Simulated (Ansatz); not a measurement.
Input:

GaN:
```xyz
8
Lattice="6.0639 0.0000 0.0000 0.0000 3.2955 0.0000 0.0000 0.0000 5.4094" Properties=species:S:1:pos:R:3 pbc="T T T"
Ga     1.0180     0.8239     2.1761
Ga     2.0139     2.4716     4.8808
Ga     5.0459     2.4716     3.2333
Ga     4.0499     0.8239     0.5286
N      5.0228     0.8239     2.1620
N      4.0730     2.4716     4.8667
N      1.0411     2.4716     3.2473
N      1.9909     0.8239     0.5427
```

This is the PBE-relaxed structure.

Problem. All from PBE (plane waves, PAW; program Ansatz), unless another level is named. Estimate the hole effective mass.

Solution. 0.15, 1.6, 3.4 mₑ (principal values).

Problem. Predict the formation energy from the elements (no fitted shifts).

Solution. -0.30 eV/atom.

Problem. Next, the electron effective mass with spin–orbit coupling?

Solution. 0.16, 0.20, 0.20 mₑ (principal values).

Space group Pnma. The start of the workflow was typed in or built on a structure type; neither database checked (COD, Materials Project) lists it. It is not the phase usual at ambient conditions (space group No. 186, 216). The cell was relaxed with PBE under the symmetry of its start; its stability against distortions is not shown here. The volume moved by 31 % from the start of the relaxation. The references are the lowest solids computed at this level, not always the standard phases (solids in place of the gases). Spin–orbit coupling is left out wherever it is not named.

Potentials: the later of the program's two PAW sets.

Edges and masses are those of Kohn–Sham bands, whose gap is no quasiparticle gap.
